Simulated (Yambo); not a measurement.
```
CELL_PARAMETERS angstrom
      0.00000     2.94056     2.94056
      2.94056     0.00000     2.94056
      2.94056     2.94056     0.00000
ATOMIC_POSITIONS crystal
  P  0.75000 0.75000 0.75000
  In 0.00000 0.00000 0.00000
```

InP (zinc blende, space group F-43m, No. 216): mean Im ε in 1 eV windows above the direct gap of 1.36 eV, for different electron-hole kernels (Yambo, broadening 0.15 eV, PBE (pw.x of Quantum ESPRESSO, ONCV potentials, no spin-orbit coupling) bands; 8×8×8 mesh, 3 valence and 4 conduction bands, static screening with 28 bands and a 4 Ry block, scissor 0.71 eV, Tamm-Dancoff; field along x).

```tsv
window (eV)	independent quasiparticles	RPA (no attraction)	BSE
1.4 to 2.4	3.2	3.1	4.1
2.4 to 3.4	8.8	8.2	12
3.4 to 4.4	9.5	8.4	13
4.4 to 5.4	16	13	13
5.4 to 6.4	11	8.6	7.5
6.4 to 7.4	6.6	7.3	4.4
```

This run doesn't resolve bound excitons or single peaks, so only averages are given, and they too depend on the mesh; weight that the attraction moves below the gap isn't listed. All transitions below 8.89 eV are in the band window. The scissor comes from a G0W0 run whose convergence isn't established.

Spin-orbit splittings are left out.

Bands and orbitals come from the standard potentials; the scissor and the G0W0 gaps come from a run at the same geometry on the stringent ones, which hold whole semicore shells in the valence.

Geometry relaxed with PBEsol.
